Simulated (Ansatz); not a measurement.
Te3As2:
```xyz
10
Lattice="6.9761 2.0038 0.0000 -6.9761 2.0038 0.0000 -1.0751 0.0000 9.5879" Properties=species:S:1:pos:R:3 pbc="T T T"
Te    -6.9039     2.0038     2.7212
Te     5.8288     2.0038     6.8667
Te     3.5653     2.0038     3.2763
Te    -4.6404     2.0038     6.3116
Te    -1.7473     2.0038     0.3796
Te     0.6722     2.0038     9.2084
As     1.1026     2.0038     4.2959
As    -2.1777     2.0038     5.2920
As    -4.3395     2.0038     1.3567
As     3.2644     2.0038     8.2313
```

Relaxed with LDA. Special points in fractions of this cell's reciprocal vectors: Γ (0.000, 0.000, 0.000); C (0.271, 0.271, 0.000); C2 (-0.271, 0.729, 0.000); Y2 (-0.500, 0.500, 0.000); M2 (-0.500, 0.500, 0.500); D (-0.268, 0.732, 0.500); D2 (0.268, 0.268, 0.500); A (0.000, 0.000, 0.500); L2 (0.000, 0.500, 0.500); V2 (0.000, 0.500, 0.000).

### Question
List the band energies nearest the valence-band maximum at these points for plane-wave PAW LDA (Ansatz code).

### Answer
In eV from the valence-band maximum; about four levels below and three above (degenerate sets whole), none deeper than 8.9 eV; points with the same levels are listed once.

```csv
k,below,above
Γ,-0.90 -0.56 -0.46 -0.45,1.16 1.26 1.34
C,-1.70 -1.26 -1.22 -0.33,0.64 1.43 1.49
Y2,-1.14 -1.01 -0.96 -0.90,0.12 0.79 1.47
M2,-0.80 -0.56 -0.34 -0.26,0.24 0.40 0.56
D,-1.40 -1.09 -0.68 -0.67,0.89 0.92 1.40
A,-0.66 -0.49 -0.30 -0.23,0.71 0.96 0.97
L2,-1.19 -1.04 -0.86 -0.41,0.61 0.75 1.16
V2,-1.35 -1.25 -0.89 -0.81,0.79 1.30 1.38
```

Space group C2/m. The workflow started from a Materials Project entry (that database holds measured and hypothetical structures alike); the Crystallography Open Database files this formula in space group No. 12, but the cells were not matched. Its standing as an ambient phase is unchecked. The cell was relaxed with LDA under the symmetry of its start; its stability against distortions is not shown here. A crystal of weakly bound chains computed without a dispersion correction: the cell and the soft elastic constants depend strongly on that. Spin–orbit coupling is left out wherever it is not named.

Potentials: the later of the program's two PAW sets.
